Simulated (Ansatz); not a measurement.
Data:

Rb$_{2}$CdI$_{4}$:
```
Rb2CdI4
1.0
    7.87241     0.00000     0.00000
    0.00000     7.96993     0.00000
   -2.96929     0.00000     9.13453
Rb Cd I
4 2 8
Direct
  0.23013   0.25000   0.55670
  0.76987   0.75000   0.44330
  0.25138   0.25000   0.06488
  0.74862   0.75000   0.93512
  0.78246   0.25000   0.69910
  0.21754   0.75000   0.30090
  0.59287   0.25000   0.40708
  0.40713   0.75000   0.59292
  0.98064   0.01406   0.23935
  0.01936   0.98594   0.76065
  0.01936   0.51406   0.76065
  0.98064   0.48594   0.23935
  0.58800   0.25000   0.89072
  0.41200   0.75000   0.10928
```

This is the LDA-relaxed structure.

Task: All from DFT-LDA in the program Ansatz with PAW potentials, unless another level is named. Estimate the formation energy from the elements (no fitted shifts).

Result: -1.09 eV/atom.

Task: Predict the electron effective mass.

Result: 0.29, 0.29, 0.41 mₑ (principal values).

Task: Next, the hole effective mass?

Result: 0.22, 2.9, 4.7 mₑ (principal values).

Task: Next, the band gap?

Result: 2.57 eV (direct).

Task: Next, the valence-band maximum?

Result: at Γ.

Task: Give the weight of the valence-edge state by species (Voronoi cells).

Result: I 91 %, Cd 6 %, Rb 2 %.

Space group P2_1/m. The first step of the workflow began from a Materials Project structure, measured or hypothetical; the Crystallography Open Database copy checked does not list it. Its standing as an ambient phase is unchecked. The LDA relaxation kept the symmetry of its start; its stability against distortions is not shown here. The references are the lowest solids computed at this level, not always the standard phases. Scalar-relativistic: spin–orbit coupling is off unless named, which matters more the heavier the elements.

Potentials: the later of the program's two PAW sets.
